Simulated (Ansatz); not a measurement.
**Structure relaxation, Y**

The start is a generated cell, Y placed in the AFLOW prototype A_hR12_166_2h (as in B). The structure is fully relaxed (lattice and positions, P = 0) with r2SCAN (plane waves to 500 eV, PAW, scalar-relativistic; Ansatz, an electronic-structure program). First-step values are on the input's coarse k-mesh.

Ansatz input (later rounds restart from its end on a renewed k-mesh):
Ansatz 0.2 input:
```yaml
crystal:
  lattice:
    - [4.064306, 2.3465282, 6.9370284]
    - [-4.064306, 2.3465282, 6.9370284]
    - [0, -4.6930564, 6.9370284]
  atoms:
    - { symbol: Y, position: [0.0104, 0.65729, 0.0104] }
    - { symbol: Y, position: [0.0104, 0.0104, 0.65729] }
    - { symbol: Y, position: [0.65729, 0.0104, 0.0104] }
    - { symbol: Y, position: [0.9896, 0.34271, 0.9896] }
    - { symbol: Y, position: [0.9896, 0.9896, 0.34271] }
    - { symbol: Y, position: [0.34271, 0.9896, 0.9896] }
    - { symbol: Y, position: [0.2206, 0.6323, 0.2206] }
    - { symbol: Y, position: [0.2206, 0.2206, 0.6323] }
    - { symbol: Y, position: [0.6323, 0.2206, 0.2206] }
    - { symbol: Y, position: [0.7794, 0.3677, 0.7794] }
    - { symbol: Y, position: [0.7794, 0.7794, 0.3677] }
    - { symbol: Y, position: [0.3677, 0.7794, 0.7794] }
basis: { ecutwfc: 500, ecutrho_ratio: 4, xc_grid: 4, fft_grid_basis: typed }
kpoints: { mp_grid: { grid: [4, 4, 4] } }
hamiltonian:
  xc: r2scan
  dispersion: none
  pseudopotentials: { kind: paw }
scf: { occupations: { method: fermi_dirac, width: 0.05 } }
relax: { f_tol: 0.01, max_steps: 100, cell: { stress_tol: 0.02 } }
output: { forces: true, stress: true }
```

* **Outcome**: The space group stays R-3m (No. 166) (the run could not lower it), with 12 atoms in the primitive cell
* **Energy released**: about 1.0 eV/atom
* **Volume change**: +20.7 %, from 33.08 to 39.92 Å³/atom
* **Shortest distances (start → end)**: The closest pairs of elements (up to four, under 3.6 Å), start → end: Y–Y 2.83 → 2.99 Å
* **Band gap at the end**: no gap (metallic)
* **Optimiser moves**: 14

Relaxed structure:

```cif
data_Y36
_chemical_formula_sum 'Y36'
_space_group_name_H-M_alt 'R-3m :H'
_space_group_IT_number 166
_space_group_name_Hall '-R 3 2"'
_cell_length_a 7.74869
_cell_length_b 7.74869
_cell_length_c 27.64062
_cell_angle_alpha 90.000
_cell_angle_beta 90.000
_cell_angle_gamma 120.000
loop_
_atom_site_label
_atom_site_type_symbol
_atom_site_symmetry_multiplicity
_atom_site_Wyckoff_symbol
_atom_site_fract_x
_atom_site_fract_y
_atom_site_fract_z
_atom_site_occupancy
Y1 Y 18 h 0.35034 0.17517 0.10439 1
Y2 Y 18 h 0.19507 0.39013 0.02611 1
```
(The calculation used a cell of 12 atoms; values per cell refer to that cell.)

Final values are on a 6×6×6 k-mesh of the relaxed cell. The start holds a very short contact (Y–Y 2.83 Å). No spin polarisation in the result.

The run could not lose the symmetry of its start, so the end can be a saddle point.

The relaxed structure here is a generated cell of Y: the first start was made by placing the elements on the sites of a structure type, and the end was not matched to a known phase here, so it may be hypothetical. Known forms of Y include space group No. 194.
